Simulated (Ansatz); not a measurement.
Relaxed-ion elastic tensor of MoS₂ in space group P6_3/mmc (No. 194; Mo on 2b, S on 4f) in GPa (Voigt order), LDA in the plane-wave PAW code Ansatz; density 5.14 g/cm³, 17.23 Å³ per atom.

|  | 1 | 2 | 3 | 4 | 5 | 6 |
|---|---|---|---|---|---|---|
| 1 | 239 | 62.8 | 17.2 | 0.0 | 0.0 | 0.0 |
| 2 | 62.8 | 239 | 17.2 | 0.0 | 0.0 | 0.0 |
| 3 | 17.2 | 17.2 | 33.0 | 0.0 | 0.0 | 0.0 |
| 4 | 0.0 | 0.0 | 0.0 | 10.5 | 0.0 | 0.0 |
| 5 | 0.0 | 0.0 | 0.0 | 0.0 | 10.5 | 0.0 |
| 6 | 0.0 | 0.0 | 0.0 | 0.0 | 0.0 | 87.9 |

Problem. Is the crystal mechanically stable?

Solution. Yes: the smallest eigenvalue of C is 10.5 GPa.

Problem. Work out the Voigt, Reuss and Hill averages.

Solution. K_V = 78.3, K_R = 31.3, K_H = 54.8; G_V = 49.3, G_R = 19.0, G_H = 34.2 GPa.

Problem. Give Young's modulus, Poisson's ratio, Pugh's ratio and the universal anisotropy index.

Solution. E = 9KG/(3K + G) = 84.8 GPa; ν = 0.24; K/G = 1.60 (brittle by the Pugh limit of 1.75); A_U = 5G_V/G_R + K_V/K_R − 6 = 9.47.

Problem. Estimate the sound speeds and the Debye temperature.

Solution. v_l = √((K + 4G/3)/ρ) = 4420 m/s, v_t = √(G/ρ) = 2580 m/s, mean 2860 m/s; Θ = (h/k)(3n/4πV)^(1/3) v_m = 329 K.

Problem. Solve the Christoffel equation for the three sound speeds along x, y, z.

Solution. Eigenvalues of C_ijkl n_j n_l equal ρv². In km/s, slowest first: x 1.43, 4.13, 6.81; y 1.43, 4.13, 6.81; z 1.43, 1.43, 2.53.

Problem. How much does each axis shrink under pressure?

Solution. Linear compressibilities β_i = Σ_j S_ij (j = 1 to 3): x 1.7, y 1.7, z 29 per TPa.

The workflow started from a Materials Project entry (that database holds measured and hypothetical structures alike). Its sites differ from those of the usual phase in this space group: another stacking or structure type. The LDA relaxation kept the symmetry of its start; whether a distortion lowers the energy is not shown. No spin polarisation was allowed. A crystal of weakly bound layers computed without a dispersion correction: the cell and the soft elastic constants depend strongly on that.

Potentials: the earlier of the program's two PAW sets. The files were generated under PBE; for other functionals the program regenerates the frozen cores, and for LDA and PBEsol the local potential too.
